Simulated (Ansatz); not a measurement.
Input and output for W (fcc type): DFT, PBEsol, PAW with Ansatz's default frozen-core files, scalar-relativistic (Ansatz 0.2.0). This run: volume at 0.7 of the series' base cell.

The cell comes from a relaxation on PAW files under the same functional, begun from a prototype that needn't be the stable phase.

Command: `ansatz run input.yaml --threads 1 --pin off --max-ram 2048MiB --backend cpu --events-out ev --progress --plain --runs-dir out` It took 2.4 s on 1 thread of Arm Neoverse V1, on a shared host, peak memory 0.28 GiB.

```yaml
crystal:
  lattice:
    - [0.0, 1.7750078266, 1.7750078266]
    - [1.7750078266, 0.0, 1.7750078266]
    - [1.7750078266, 1.7750078266, 0.0]
  atoms:
    - { symbol: W, position: [0.0, 0.0, 0.0] }
kpoints:
  mp_grid: { grid: [18, 18, 18] }
scf:
  occupations: { method: fermi_dirac, width: 0.05 }
hamiltonian:
  xc: pbesol
  pseudopotentials: { kind: paw }
output:
  forces: true
  stress: true
  eigenvalues: true
  populations: true
```

Output:

```
Engine: ansatz 0.2.0
Pseudopotentials: kind: paw
Pseudopotential: W, paw, valence charge 14, recommended cutoff 420 eV (normal), W.paw.azcp
Functional definition: PBEsol
  exchange = pbesol_x
  correlation = pbesol_c
Crystal: 1 atoms, lattice volume = 11.185 Å³
Basis set: ecut = 420 eV, 229 PW (Γ), exchange–correlation on 36×36×36 points (8 copies of the dense FFT grid, shifted against one another)
Bands: 11, of which v1, the nominal top of the filled ones, is band 7 counted from 1 (6 counted from 0)
Symmetry: 48 space group operations
Space group: Fm-3m (ITA 225), of the structure as read, at distance tolerance 2.2e-5 Å
k-points: 195 of 5832
Non-local potential: W, projectors of the file, l = 0: 3, l = 1: 2, l = 2: 2, l = 3: 1
PAW form: soft (Blöchl's): semilocal exchange-correlation on the pseudo side does not see the compensation charge
PAW frozen core: W, regenerated for the run's functional, and the local potential with it (the file was generated under x = pbe(κ = 0.804, μ = 0.2195149727645171), c = pbe(β = 0.06672455060314922))
PAW one-centre angular grid: W, 590 points (default); XC on 64 Gauss nodes
Initial density: superposition of atomic densities (neutral atoms: chi_scale 0, normalization atom), corrected by the library's trained network
Initial wavefunctions: pseudopotential atomic-orbital guess
Functional: x = pbesol(κ = 0.804, μ = 0.12345679012345678), c = pbesol(β = 0.046)
SCF iter   1: F=—  HF=-10253.695677 eV  |F-HF|=—  |Δ(HF+E_count)|=         —  Δρ=1.35e-2  dr2=5.66e-3  ethr=1.77e-3  ⟨swp⟩=5.2  Hψ=11523  notcnv=0
preconditioner: auto → none  [metal: Δε(μ)=0.030 eV  Ē_g=12.484 eV  σ=0.050 eV  W_gap=0.15  n_scr=0 (ndim 8)  ℏωp=27.2 eV  f_vac=0.000  D(μ)=0.56/eV (n_scr^D=0)]
SCF iter   2: F=—  HF=-10253.695042 eV  |F-HF|=—  |Δ(HF+E_count)|=   6.35e-4  Δρ=6.40e-3  dr2=1.16e-3  ethr=4.04e-5  ⟨swp⟩=1.1  Hψ=3720  notcnv=0
SCF iter   3: F=—  HF=-10253.695076 eV  |F-HF|=—  |Δ(HF+E_count)|=   3.35e-5  Δρ=3.02e-4  dr2=4.58e-6  ethr=8.28e-6  ⟨swp⟩=1.5  Hψ=2306  notcnv=0
SCF iter   4: F=—  HF=-10253.695074 eV  |F-HF|=—  |Δ(HF+E_count)|=   2.08e-6  Δρ=1.23e-4  dr2=1.41e-6  ethr=3.27e-8  ⟨swp⟩=2.0  Hψ=3356  notcnv=0
iter 5 did not close the SCF: its close was put off for the readings that it lacked (scf_convergence_deferred on its scf_iter line)
SCF iter   5: F=-10253.695073 eV  HF=-10253.695073 eV  |F-HF|=2.91e-8  |Δ(HF+E_count)|=   7.09e-7  Δρ=2.39e-5  dr2=3.95e-8  ethr=1.01e-8  ⟨swp⟩=2.1  Hψ=3133  notcnv=0
SCF iter   6: F=-10253.695073 eV  HF=-10253.695073 eV  |F-HF|=5.46e-12  |Δ(HF+E_count)|=   1.61e-8  Δρ=2.02e-6  dr2=1.09e-10  ethr=2.82e-10  ⟨swp⟩=2.4  Hψ=8057  notcnv=0
SCF 1 converged in 6 iterations: F = -10253.695073 eV  dr2 = 1.09e-10
  greatest PAW one-centre occupation: 1.000 electrons in one spin orbital (limit 2), on the W atom at site 0 (counted from 0), in its partial waves of l = 0
SCF converged after 6 iterations
Free energy (F): -10253.695073 eV
Harris-Foulkes:  -10253.695073 eV  (|F-HF|=5.46e-12)
Internal energy: -10253.690189 eV  (E = F + TS)
E sigma→0 (E₀):  -10253.692631 eV
Entropy (-TS):   -0.004884 eV (-4.884 meV/atom)
Fermi energy:    32.321537 eV
--- Per-component energies (eV) ---
  E_band       = 57.028740
  E_kinetic    = 473.854198
  E_local      = -357.324759  (includes V_loc(G=0)·N_el)
  E_nonlocal   = 8.080842
  E_hartree    = 155.235755
  E_xc         = -272.261612
  E_vxc        = -247.806708  (∫ρ·V_xc dr)
  E_paw        = -8438.969709  (= ΣΔE_a)
  E_vpaw       = -130.246411  (= ΣTr[D̂ρ^β])
  E_aug_tail   = -0.000065  (compensation charges beyond the density's cutoff)
  E_ewald      = -1822.526630
  E_core_change = 0.221792  (= ΣΔE_core)
  E_smearing   = -0.004884  (= −TS)
  E_closure    = 0.000000  (closes the sum)
  Σ components = -10253.695073   (vs F -10253.695073, Δ=0.00e0)
--- Forces (eV/Å), atoms counted from 1 ---
  atom   1  W     -0.00000000    -0.00000000    -0.00000000
  max |Σ_I F_I| component: 5.75e-32 eV/Å
--- Stress (GPa, compression-positive) ---
      211.698098       0.000000      -0.000000
        0.000000     211.698098      -0.000000
       -0.000000      -0.000000     211.698098
  P = ⅓ Tr σ = 211.6981 GPa (2116.981 kbar)
--- Band table (eV; the first three rows and the last of 195) ---
  k-point 0: bands = ["-41.0833", "-3.6488", "-3.6488", "-3.6488", "21.5808", "30.8326", "30.8326", "30.8326", "36.1117", "36.1117", "45.2909"]
  k-point 1: bands = ["-41.0673", "-3.7843", "-3.6639", "-3.6639", "21.8112", "30.6610", "30.9384", "30.9384", "35.9827", "35.9827", "45.7269"]
  k-point 2: bands = ["-41.0213", "-4.1645", "-3.7073", "-3.7073", "22.4494", "30.2535", "31.2130", "31.2130", "35.6903", "35.6903", "46.8550"]
  k-point 194: bands = ["-40.3507", "-6.3425", "-5.9673", "-5.1081", "26.1137", "28.5252", "30.4990", "34.1058", "41.8367", "47.9433", "48.3965"]
--- Löwdin populations: 1 site ---
  site symbol       q [e]
     0      W     13.9411
  spilling = 0.004206 (of n_electrons = 14.000000)
```

populations.tsv:

```
# site	symbol	l	j	q
# orbitals = lowdin
# n_electrons = 14.000000
# spilling = 0.004206
0	W	0_5S	-	1.917542
0	W	0_6S	-	0.718136
0	W	1_5P	-	5.953645
0	W	2_5D	-	5.351788
```

Next run (volume at 0.6 of the series' base cell), as changes to the input before:

```diff
   lattice:
-    - [0.0, 1.7750078266, 1.7750078266]
-    - [1.7750078266, 0.0, 1.7750078266]
-    - [1.7750078266, 1.7750078266, 0.0]
+    - [0.0, 1.6861052312, 1.6861052312]
+    - [1.6861052312, 0.0, 1.6861052312]
+    - [1.6861052312, 1.6861052312, 0.0]
   atoms:
   populations: true
+  write_density: true
+  write_potential: true
+  elf: true
+  volumetric_format: npy
```

Results part of the output:

```
SCF 1 converged in 6 iterations: F = -10250.717704 eV  dr2 = 8.60e-11
  greatest PAW one-centre occupation: 0.999 electrons in one spin orbital (limit 2), on the W atom at site 0 (counted from 0), in its partial waves of l = 0
SCF converged after 6 iterations
Free energy (F): -10250.717704 eV
Harris-Foulkes:  -10250.717704 eV  (|F-HF|=5.64e-11)
Internal energy: -10250.714332 eV  (E = F + TS)
E sigma→0 (E₀):  -10250.716018 eV
Entropy (-TS):   -0.003372 eV (-3.372 meV/atom)
Fermi energy:    38.111458 eV
--- Per-component energies (eV) ---
  E_band       = 130.330446
  E_kinetic    = 487.370903
  E_local      = -245.153555  (includes V_loc(G=0)·N_el)
  E_nonlocal   = 11.632310
  E_hartree    = 130.671557
  E_xc         = -275.812873
  E_vxc        = -252.396543  (∫ρ·V_xc dr)
  E_paw        = -8441.022148  (= ΣΔE_a)
  E_vpaw       = -132.465564  (= ΣTr[D̂ρ^β])
  E_aug_tail   = -0.000055  (compensation charges beyond the density's cutoff)
  E_ewald      = -1918.622262
  E_core_change = 0.221792  (= ΣΔE_core)
  E_smearing   = -0.003372  (= −TS)
  E_closure    = 0.000000  (closes the sum)
  Σ components = -10250.717704   (vs F -10250.717704, Δ=0.00e0)
--- Forces (eV/Å), atoms counted from 1 ---
  atom   1  W     -0.00000000    -0.00000000    -0.00000000
  max |Σ_I F_I| component: 1.40e-31 eV/Å
--- Stress (GPa, compression-positive) ---
      406.144651      -0.000000       0.000000
       -0.000000     406.144651      -0.000000
       -0.000000       0.000000     406.144651
  P = ⅓ Tr σ = 406.1447 GPa (4061.447 kbar)
--- Band table (eV; the first three rows and the last of 195) ---
  k-point 0: bands = ["-35.9260", "2.5319", "2.5319", "2.5319", "26.9572", "35.8555", "35.8555", "35.8555", "42.2809", "42.2809", "50.8393"]
  k-point 1: bands = ["-35.8983", "2.3159", "2.5086", "2.5086", "27.2486", "35.6579", "35.9847", "35.9847", "42.1074", "42.1074", "51.3575"]
  k-point 2: bands = ["-35.8178", "1.7168", "2.4422", "2.4422", "28.0261", "35.2213", "36.3198", "36.3198", "41.7157", "41.7157", "52.6823"]
  k-point 194: bands = ["-34.6089", "-1.5808", "-1.0222", "0.2564", "30.6295", "33.6044", "36.1267", "39.8697", "49.3799", "56.3881", "56.6148"]
--- Löwdin populations: 1 site ---
  site symbol       q [e]
     0      W     13.9506
  spilling = 0.003528 (of n_electrons = 14.000000)
```

Next run (volume at 0.5 of the series' base cell), as changes to the input before:

```diff
   lattice:
-    - [0.0, 1.6861052312, 1.6861052312]
-    - [1.6861052312, 0.0, 1.6861052312]
-    - [1.6861052312, 1.6861052312, 0.0]
+    - [0.0, 1.586685771, 1.586685771]
+    - [1.586685771, 0.0, 1.586685771]
+    - [1.586685771, 1.586685771, 0.0]
   atoms:
   populations: true
-  write_density: true
-  write_potential: true
-  elf: true
-  volumetric_format: npy
```

Results part of the output:

```
SCF 1 converged in 6 iterations: F = -10244.996611 eV  dr2 = 9.79e-10
  greatest PAW one-centre occupation: 0.999 electrons in one spin orbital (limit 2), on the W atom at site 0 (counted from 0), in its partial waves of l = 0
SCF converged after 6 iterations
Free energy (F): -10244.996611 eV
Harris-Foulkes:  -10244.996611 eV  (|F-HF|=6.00e-10)
Internal energy: -10244.993446 eV  (E = F + TS)
E sigma→0 (E₀):  -10244.995029 eV
Entropy (-TS):   -0.003166 eV (-3.166 meV/atom)
Fermi energy:    46.106531 eV
--- Per-component energies (eV) ---
  E_band       = 227.764991
  E_kinetic    = 506.959397
  E_local      = -109.369273  (includes V_loc(G=0)·N_el)
  E_nonlocal   = 17.090038
  E_hartree    = 103.756148
  E_xc         = -280.450377
  E_vxc        = -258.325528  (∫ρ·V_xc dr)
  E_paw        = -8444.360701  (= ΣΔE_a)
  E_vpaw       = -136.102364  (= ΣTr[D̂ρ^β])
  E_aug_tail   = -0.000081  (compensation charges beyond the density's cutoff)
  E_ewald      = -2038.840388
  E_core_change = 0.221792  (= ΣΔE_core)
  E_smearing   = -0.003166  (= −TS)
  E_closure    = -0.000000  (closes the sum)
  Σ components = -10244.996611   (vs F -10244.996611, Δ=0.00e0)
--- Forces (eV/Å), atoms counted from 1 ---
  atom   1  W     -0.00000000     0.00000000     0.00000000
  max |Σ_I F_I| component: 1.03e-32 eV/Å
--- Stress (GPa, compression-positive) ---
      786.668071       0.000000       0.000000
       -0.000000     786.668071       0.000000
        0.000000      -0.000000     786.668071
  P = ⅓ Tr σ = 786.6681 GPa (7866.681 kbar)
--- Band table (eV; the first three rows and the last of 195) ---
  k-point 0: bands = ["-29.5171", "10.9145", "10.9145", "10.9145", "34.9758", "42.5841", "42.5841", "42.5841", "50.6181", "50.6181", "58.2810"]
  k-point 1: bands = ["-29.4675", "10.5569", "10.8765", "10.8765", "35.3597", "42.3653", "42.7491", "42.7491", "50.3746", "50.3746", "58.9104"]
  k-point 2: bands = ["-29.3228", "9.5817", "10.7692", "10.7692", "36.2937", "41.9753", "43.1761", "43.1761", "49.8299", "49.8299", "60.5008"]
  k-point 194: bands = ["-27.0226", "4.4066", "5.2505", "7.1756", "36.9444", "40.6212", "43.9359", "47.7028", "59.6989", "67.8543", "67.9542"]
--- Löwdin populations: 1 site ---
  site symbol       q [e]
     0      W     13.9480
  spilling = 0.003713 (of n_electrons = 14.000000)
```

Next run (volume at 0.4 of the series' base cell), as changes to the input before:

```diff
   lattice:
-    - [0.0, 1.586685771, 1.586685771]
-    - [1.586685771, 0.0, 1.586685771]
-    - [1.586685771, 1.586685771, 0.0]
+    - [0.0, 1.4729485915, 1.4729485915]
+    - [1.4729485915, 0.0, 1.4729485915]
+    - [1.4729485915, 1.4729485915, 0.0]
   atoms:
   mp_grid: { grid: [18, 18, 18] }
+  band_path:
+    path:
+      - [0.0, 0.0, 0.0]
+      - [0.5, 0.0, 0.5]
+      - [0.625, 0.25, 0.625]
+      - [0.375, 0.375, 0.75]
+      - [0.0, 0.0, 0.0]
+      - [0.5, 0.5, 0.5]
+      - [0.5, 0.25, 0.75]
+      - [0.5, 0.0, 0.5]
+    npoints: 8
 scf:
   populations: true
+  dos: { projected: true, de: 0.2, e_range: [-14, 8] }
+  write_density: true
+  write_potential: true
+  elf: true
+  volumetric_format: npy
```

Results part of the output:

```
SCF 1 converged in 6 iterations: F = -10233.536726 eV  dr2 = 2.42e-9
  greatest PAW one-centre occupation: 1.002 electrons in one spin orbital (limit 2), on the W atom at site 0 (counted from 0), in its partial waves of l = 1
NSCF: frozen V_eff on 57 k-points
SCF converged after 6 iterations
Free energy (F): -10233.536726 eV
Harris-Foulkes:  -10233.536726 eV  (|F-HF|=1.86e-9)
Internal energy: -10233.533792 eV  (E = F + TS)
E sigma→0 (E₀):  -10233.535259 eV
Entropy (-TS):   -0.002934 eV (-2.934 meV/atom)
Fermi energy:    58.339096 eV
--- Per-component energies (eV) ---
  E_band       = 365.435981
  E_kinetic    = 537.749423
  E_local      = 61.125463  (includes V_loc(G=0)·N_el)
  E_nonlocal   = 26.146671
  E_hartree    = 74.709782
  E_xc         = -286.852103
  E_vxc        = -266.358583  (∫ρ·V_xc dr)
  E_paw        = -8450.360530  (= ΣΔE_a)
  E_vpaw       = -142.645729  (= ΣTr[D̂ρ^β])
  E_aug_tail   = -0.000061  (compensation charges beyond the density's cutoff)
  E_ewald      = -2196.274230
  E_core_change = 0.221792  (= ΣΔE_core)
  E_smearing   = -0.002934  (= −TS)
  E_closure    = 0.000000  (closes the sum)
  Σ components = -10233.536726   (vs F -10233.536726, Δ=0.00e0)
--- Forces (eV/Å), atoms counted from 1 ---
  atom   1  W      0.00000000     0.00000000    -0.00000000
  max |Σ_I F_I| component: 1.97e-31 eV/Å
--- Stress (GPa, compression-positive) ---
     1633.461697       0.000000      -0.000000
        0.000000    1633.461697      -0.000000
        0.000000       0.000000    1633.461697
  P = ⅓ Tr σ = 1633.4617 GPa (16334.617 kbar)
--- Band table (eV; the first three rows and the last of 195) ---
  k-point 0: bands = ["-21.3694", "23.1187", "23.1187", "23.1187", "47.9582", "52.1952", "52.1952", "52.1952", "62.6403", "62.6403", "68.9161"]
  k-point 1: bands = ["-21.2794", "22.5031", "23.0505", "23.0505", "48.4578", "52.0038", "52.4220", "52.4220", "62.2754", "62.2754", "69.7077"]
  k-point 2: bands = ["-21.0159", "20.8660", "22.8601", "22.8601", "49.0758", "52.2972", "53.0058", "53.0058", "61.4726", "61.4726", "71.6809"]
  k-point 194: bands = ["-16.3559", "12.3251", "13.6130", "16.5068", "46.5149", "50.9837", "55.4702", "59.0927", "74.7955", "84.2211", "84.7506"]
--- Löwdin populations: 1 site ---
  site symbol       q [e]
     0      W     13.9328
  spilling = 0.004797 (of n_electrons = 14.000000)
```

Next run (volume at 0.4 of the series' base cell, ecut 300), as changes to the input before:

```diff
   mp_grid: { grid: [18, 18, 18] }
-  band_path:
-    path:
-      - [0.0, 0.0, 0.0]
-      - [0.5, 0.0, 0.5]
-      - [0.625, 0.25, 0.625]
-      - [0.375, 0.375, 0.75]
-      - [0.0, 0.0, 0.0]
-      - [0.5, 0.5, 0.5]
-      - [0.5, 0.25, 0.75]
-      - [0.5, 0.0, 0.5]
-    npoints: 8
 scf:
   eigenvalues: true
-  populations: true
-  dos: { projected: true, de: 0.2, e_range: [-14, 8] }
   write_density: true
   volumetric_format: npy
+basis:
+  ecutwfc: 300
```

Command: `ansatz run input.yaml --threads 1 --pin off --max-ram 2048MiB --backend cpu --events-out ev --progress --plain --runs-dir out` It took 1.8 s on 1 thread of Arm Neoverse V1 (shared host), peak memory 0.26 GiB.

Results part of the output:

```
Warning: basis.ecutwfc = 300 eV is below the records' recommended 420 eV, and the density's cutoff is lower with it unless basis.ecutrho_ratio is high enough to keep the records' density cutoff: compare with a run at a higher cutoff
SCF 1 converged in 6 iterations: F = -10233.462586 eV  dr2 = 2.28e-9
  greatest PAW one-centre occupation: 1.003 electrons in one spin orbital (limit 2), on the W atom at site 0 (counted from 0), in its partial waves of l = 1
SCF converged after 6 iterations
Free energy (F): -10233.462586 eV
Harris-Foulkes:  -10233.462586 eV  (|F-HF|=1.88e-9)
Internal energy: -10233.459668 eV  (E = F + TS)
E sigma→0 (E₀):  -10233.461127 eV
Entropy (-TS):   -0.002918 eV (-2.918 meV/atom)
Fermi energy:    58.351853 eV
--- Per-component energies (eV) ---
  E_band       = 365.507907
  E_kinetic    = 537.633541
  E_local      = 61.237032  (includes V_loc(G=0)·N_el)
  E_nonlocal   = 26.227463
  E_hartree    = 74.637658
  E_xc         = -286.837909
  E_vxc        = -266.353073  (∫ρ·V_xc dr)
  E_paw        = -8450.304820  (= ΣΔE_a)
  E_vpaw       = -142.511400  (= ΣTr[D̂ρ^β])
  E_aug_tail   = -0.000195  (compensation charges beyond the density's cutoff)
  E_ewald      = -2196.274230
  E_core_change = 0.221792  (= ΣΔE_core)
  E_smearing   = -0.002918  (= −TS)
  E_closure    = 0.000000  (closes the sum)
  Σ components = -10233.462586   (vs F -10233.462586, Δ=0.00e0)
--- Forces (eV/Å), atoms counted from 1 ---
  atom   1  W     -0.00000000    -0.00000000    -0.00000000
  max |Σ_I F_I| component: 2.55e-31 eV/Å
--- Stress (GPa, compression-positive) ---
     1638.147634       0.000000      -0.000000
        0.000000    1638.147634      -0.000000
       -0.000000      -0.000000    1638.147634
  P = ⅓ Tr σ = 1638.1476 GPa (16381.476 kbar)
--- Band table (eV; the first three rows and the last of 195) ---
  k-point 0: bands = ["-21.3477", "23.1201", "23.1201", "23.1201", "47.9668", "52.1998", "52.1998", "52.1998", "62.6433", "62.6433", "68.9433"]
  k-point 1: bands = ["-21.2588", "22.5053", "23.0522", "23.0522", "48.4688", "52.0091", "52.4274", "52.4274", "62.2792", "62.2792", "69.7315"]
  k-point 2: bands = ["-20.9975", "20.8702", "22.8632", "22.8632", "49.0911", "52.3076", "53.0132", "53.0132", "61.4790", "61.4790", "71.7033"]
  k-point 194: bands = ["-16.3602", "12.3270", "13.6151", "16.5097", "46.5213", "50.9897", "55.4749", "59.1030", "74.8014", "84.2792", "84.7954"]
```

Spin–orbit coupling is left out, which matters for the heavy atoms. The PAW files were made under PBE. The structure type is held throughout; the real material can change phase at far lower pressure. At this compression frozen-core PAW has no all-electron check here.
